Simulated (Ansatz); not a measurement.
## MgSI single point

The input, for Ansatz 0.2.0 (plane waves, PAW):

```yaml
crystal:
  lattice:
    - [8.096482, 0.0, 0.0]
    - [0.0, 9.626451, 0.0]
    - [0.0, 0.0, 3.896194]
  atoms:
    - { symbol: S, position: [0.8404, 0.0498, 0.25] }
    - { symbol: S, position: [0.1596, 0.9502, 0.75] }
    - { symbol: S, position: [0.3404, 0.4502, 0.25] }
    - { symbol: S, position: [0.6596, 0.5498, 0.75] }
    - { symbol: Mg, position: [0.1189, 0.1243, 0.25] }
    - { symbol: Mg, position: [0.8811, 0.8757, 0.75] }
    - { symbol: Mg, position: [0.6189, 0.3757, 0.25] }
    - { symbol: Mg, position: [0.3811, 0.6243, 0.75] }
    - { symbol: I, position: [0.508, 0.8276, 0.25] }
    - { symbol: I, position: [0.492, 0.1724, 0.75] }
    - { symbol: I, position: [0.008, 0.6724, 0.25] }
    - { symbol: I, position: [0.992, 0.3276, 0.75] }
  symmetry: { tolerance: 0.0003 }
kpoints:
  mp_grid: { grid: [4, 4, 9], shift: [0, 0, 0] }
  band_path:
    path:
      - [0.0, 0.0, 0.0]
      - [0.5, 0.0, 0.0]
      - [0.5, 0.0, 0.5]
      - [0.0, 0.0, 0.5]
      - [0.0, 0.0, 0.0]
      - [0.0, -0.5, 0.0]
      - [0.5, -0.5, 0.0]
      - [0.5, -0.5, 0.5]
      - [0.0, -0.5, 0.5]
      - [0.0, -0.5, 0.0]
      - [0.5, 0.0, 0.0]
    npoints: 6
magnetization:
  spin_polarized: false
scf:
  occupations: { method: fermi_dirac, width: 0.0266 }
  lower_state_search: "off"
  max_iter: 200
hamiltonian:
  pseudopotentials: { kind: paw }
  xc: r2scan
basis:
  ecutwfc: 500
  fft_grid_basis: typed
output:
  forces: true
  stress: true
  eigenvalues: true
  bader: true
  populations: true
  elf: true
  write_potential: true
  volumetric_format: npy
  dos:
    e_range: [-12, 8]
    de: 0.05
    projected: { site_lists: { I: [I], Mg: [Mg], S: [S] } }
checkpoint:
  read: saved_state
```

The run starts from an earlier solution of this cell. 

Output (shortened):

```
SCF iter   1: F=-41447.5692 eV  Δρ=9.79e-4  dr2=2.70e-3  dr2_τ=8.09e-4
SCF iter   2: F=-41447.5697 eV  Δρ=5.39e-4  dr2=9.89e-4  dr2_τ=3.81e-5
SCF iter   3: F=-41447.5699 eV  Δρ=1.02e-4  dr2=7.27e-5  dr2_τ=8.42e-7
SCF iter   4: F=-41447.5699 eV  Δρ=3.99e-5  dr2=1.00e-5  dr2_τ=2.47e-7
SCF iter   5: F=-41447.5699 eV  Δρ=1.22e-5  dr2=1.29e-6  dr2_τ=3.30e-8
SCF iter   6: F=-41447.5699 eV  Δρ=5.46e-6  dr2=1.67e-7  dr2_τ=3.59e-9
SCF iter   7: F=-41447.5699 eV  Δρ=1.79e-6  dr2=2.33e-8  dr2_τ=1.88e-10
Free energy (F): -41447.5699 eV
Harris-Foulkes:  -41447.5699 eV  (|F-HF|=6.39e-9)
Internal energy: -41447.5356 eV  (E = F + TS)
E sigma→0 (E₀):  -41447.5528 eV
Entropy (-TS):   -0.0344 eV (-2.865 meV/atom)
Fermi energy:    5.7764 eV
--- Forces (eV/Å), atoms counted from 1 ---
  atom   1  S     -0.7661    -0.6629     0.0000
  atom   2  S      0.7661     0.6629     0.0000
  atom   3  S     -0.7661     0.6629     0.0000
  atom   4  S      0.7661    -0.6629     0.0000
  atom   5  Mg     0.5428    -0.1569     0.0000
  atom   6  Mg    -0.5428     0.1569     0.0000
  atom   7  Mg     0.5428     0.1569     0.0000
  atom   8  Mg    -0.5428    -0.1569     0.0000
  atom   9  I     -0.3995    -0.0349     0.0000
  atom  10  I      0.3995     0.0349     0.0000
  atom  11  I     -0.3995     0.0349     0.0000
  atom  12  I      0.3995    -0.0349     0.0000
--- Stress (GPa, compression-positive) ---
        4.7741       0.0000       0.0000
        0.0000       1.2128       0.0000
        0.0000       0.0000      -0.7210
  P = ⅓ Tr σ = 1.7553 GPa (17.553 kbar)
--- Bader charges: 12 sites ---
  site symbol  charge [e]  shift [e]
     0      S     -1.1450     0.0012
     1      S     -1.1450     0.0012
     2      S     -1.1450     0.0012
     3      S     -1.1450     0.0012
     4     Mg      1.6872     0.0012
     5     Mg      1.6872     0.0012
     6     Mg      1.6872     0.0012
     7     Mg      1.6872     0.0012
     8      I     -0.5422     0.0000
     9      I     -0.5422     0.0000
    10      I     -0.5422     0.0000
    11      I     -0.5422     0.0000
```

Origin: a known structure type with other elements, at an estimated volume, so it need not be a known compound. Caveats: many states at the Fermi level without spin polarisation, so a magnetic state may lie lower.
